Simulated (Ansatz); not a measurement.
## How long does this Ansatz run take?

```yaml
crystal:
  lattice:
    - [5.7316081554, 0.0, 0.0]
    - [1.9078036555, 5.4663469296, 0.0]
    - [2.6492180599, -0.7191718263, 8.4617538639]
  atoms:
    - { symbol: Na, position: [0.57196261, 0.93306782, 0.86438719] }
    - { symbol: Na, position: [0.08491053, 0.43487255, 0.83452845] }
    - { symbol: Na, position: [0.62480395, 0.42844778, 0.70045372] }
    - { symbol: Na, position: [0.16517599, 0.91986569, 0.67041756] }
    - { symbol: Na, position: [0.81247276, 0.9152558, 0.47092125] }
    - { symbol: Na, position: [0.98313161, 0.57632058, 0.1945929] }
    - { symbol: Na, position: [0.31556745, 0.98361289, 0.24960537] }
    - { symbol: Na, position: [0.46921159, 0.41291899, 0.04712927] }
    - { symbol: Mg, position: [0.61719085, 0.30020074, 0.3510445] }
    - { symbol: Ni, position: [0.11423393, 0.43657313, 0.49773353], spin: 3.0 }
    - { symbol: Ni, position: [0.00268043, 0.01840992, 0.00845205], spin: 3.0 }
    - { symbol: O, position: [0.25981716, 0.71985762, 0.9054204] }
    - { symbol: O, position: [0.82882304, 0.1779284, 0.86652352] }
    - { symbol: O, position: [0.3925274, 0.20980624, 0.5541398] }
    - { symbol: O, position: [0.90405784, 0.67456171, 0.65630621] }
    - { symbol: O, position: [0.90812279, 0.3064398, 0.4243206] }
    - { symbol: O, position: [0.31567882, 0.5710257, 0.32202529] }
    - { symbol: O, position: [0.18882721, 0.20805985, 0.04323758] }
    - { symbol: O, position: [0.75412904, 0.99554879, 0.20506281] }
magnetization:
  spin_polarized: true
kpoints:
  mp_grid: { grid: [4, 4, 3] }
scf:
  occupations: { method: fermi_dirac, width: 0.02 }
hamiltonian:
  xc: pbe
  pseudopotentials: { kind: paw }
output:
  forces: true
  stress: true
  populations: true
  efg:
    quadrupole_moments_barn: { Na: 0.104, Mg: 0.1994, Ni: 0.162, O: -0.02558 }
    contact_densities: true
```

```sh
ansatz run input.yaml --threads 2 --pin off --max-ram 5120MiB --backend cpu --events-out ev --progress --plain --runs-dir out
```

It runs on 2 threads of Arm Neoverse N1 (aarch64; 36 cores open to the job, memory cap 5.0 GiB, no GPU), a shared host with a load of 0.9 a core.

**Question.** Estimate the wall time and the peak memory.

**Answer.** About 8 min of wall time (16 min of CPU time) and 1.8 GiB. The run holds 166 valence electrons in 105 bands, about 5191 plane waves a k-point and 26 irreducible k-points, and took 25 SCF iterations. Times on a shared host vary by tens of per cent.
